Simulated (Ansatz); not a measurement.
The start is a relaxed NbRu cell displaced along its unstable phonon at q = Γ (131i cm⁻¹), largest move 0.15 Å. A full variable-cell relaxation at zero pressure is run with PBEsol (plane waves to 420 eV, PAW, scalar-relativistic; Ansatz, a first-principles code). The first steps use a coarse 11×11×4 k-mesh.

The start:
```
NbRu
1.0
    2.93276     0.00000     0.00000
    0.00000     2.93276     0.00000
    0.00000     0.00000     8.09941
Ru Nb
2 2
Direct
  0.00000   0.51434   0.00000
  0.50000   0.94885   0.50000
  0.00000   0.02002   0.25000
  0.00000   0.02002   0.75000
```

What is the largest force in the starting geometry, and on which atom (counted from 1)?

0.87 eV/Å, on Ru2 (atoms numbered as listed).

By how much does the energy per atom fall from start to end?

0.48 eV/atom.

How does the volume change?

-7.2 %, from 17.42 to 16.17 Å³/atom.

Does it find its way back to the structure it was made from?

It does not go back: it reaches Pmmm (No. 47), 0.51 eV/atom below the parent.

How do the shortest distances between atoms change?

The closest pairs of elements (up to four, under 3.6 Å), start → end: Nb–Ru 2.49 → 2.55 Å; Ru–Ru 2.93 → 2.83 Å; Nb–Nb 2.93 → 2.83 Å.

What band gap does the relaxed structure have at this level?

Zero (metallic).

What does it relax into? Give the structure.


```cif
data_Nb2Ru2
_chemical_formula_sum 'Ru2 Nb2'
_space_group_name_H-M_alt 'Pmmm'
_space_group_IT_number 47
_space_group_name_Hall '-P 2 2'
_cell_length_a 2.82977
_cell_length_b 2.96034
_cell_length_c 7.71891
_cell_angle_alpha 90.000
_cell_angle_beta 90.000
_cell_angle_gamma 90.000
loop_
_space_group_symop_operation_xyz
  'x, y, z'
  '-x, -y, -z'
  '-x, -y, z'
  'x, y, -z'
  'x, -y, -z'
  '-x, y, z'
  '-x, y, -z'
  'x, -y, z'
loop_
_atom_site_label
_atom_site_type_symbol
_atom_site_symmetry_multiplicity
_atom_site_Wyckoff_symbol
_atom_site_fract_x
_atom_site_fract_y
_atom_site_fract_z
_atom_site_occupancy
Ru1 Ru 1 a 0.00000 0.00000 0.00000 1
Ru2 Ru 1 d 0.50000 0.00000 0.50000 1
Nb1 Nb 2 r 0.00000 0.50000 0.26974 1
```

Final values are on a 16×16×6 k-mesh of the relaxed cell. No spin polarisation in the result.

The run could not lose the symmetry of its start, so the end can be a saddle point.

The relaxed structure here is a generated cell of NbRu: the first start was made by placing the elements on the sites of a structure type, and the end was not matched to a known phase here, so it may be hypothetical.
